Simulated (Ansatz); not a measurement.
InP (zinc blende)

```yaml
crystal:
  lattice:
    - [0.00000, 2.95366, 2.95366]
    - [2.95366, 0.00000, 2.95366]
    - [2.95366, 2.95366, 0.00000]
  atoms:
    - { symbol: P, position: [0.75000, 0.75000, 0.75000] }
    - { symbol: In, position: [0.00000, 0.00000, 0.00000] }
```

The slice is a {111} plane (indices of the conventional cell) through the point (0.750, 0.750, 0.750) (fractional), spanned by u = [100] and v = [-1 2 0] in vectors of this cell: u (4.18 Å) and v (7.23 Å, at 90° to u). It covers one period; positions are fractions (u, v).

Calculation: r2SCAN (plane waves to 500 eV, PAW, scalar-relativistic; Ansatz, a quantum-chemistry and plane-wave program). k mesh 10×10×10. Inside the PAW spheres the values are not all-electron values, and peaks at nuclei hang on which shells count as valence. InP was relaxed with its symmetry unable to fall. The PAW data are Ansatz's earlier set.

### Question
Predict the map of the valence electron density on the slice.

### Answer
```
|**%%%%%%**==--::--==**%%%%%%|
|@@@@%%##++--::..::--++##%%@@|
|%%%%##**==::..  ..::==**##%%|
|####**++--..      ..--++**##|
|##**++==--..      ..--==++**|
|####**==--::::::::::--==**##|
|@@%%##++==============++##%%|
|@@@@##******************##@@|
|@@%%########%%%%%%########%%|
|####**##%%@@@@%%@@@@%%##**##|
|++++**##%%@@%%**%%@@%%##**++|
|====++##%%@@**..**@@%%##++==|
|::--==**%%%%%%**%%%%%%**==--|
|..::--++##%%@@@@@@%%##++--::|
|  ..::==**##%%%%%%##**==::..|
|    ..--++**######**++--..  |
|    ..--==++**##**++==--..  |
|::::::--==**######**==--::::|
|========++##%%@@%%##++======|
|**********##@@@@@@##********|
|%%%%########%%@@%%########%%|
|%%@@@@%%##**######**##%%@@@@|
|**%%@@%%##**++++++**##%%@@%%|
|..**@@%%##++======++##%%@@**|
```
Scale: ten equal steps from -1.70 (start of ' ') to -0.02 (end of '@'), in the order ' .:-=+*#%@'. Values: log₁₀ of the valence density in e/Å³. The map has 14 points along u (two characters each, u = 0 at the left) and 24 along v (v = 0 in the bottom row). The scale is logarithmic, as a density can span decades between atoms and voids.
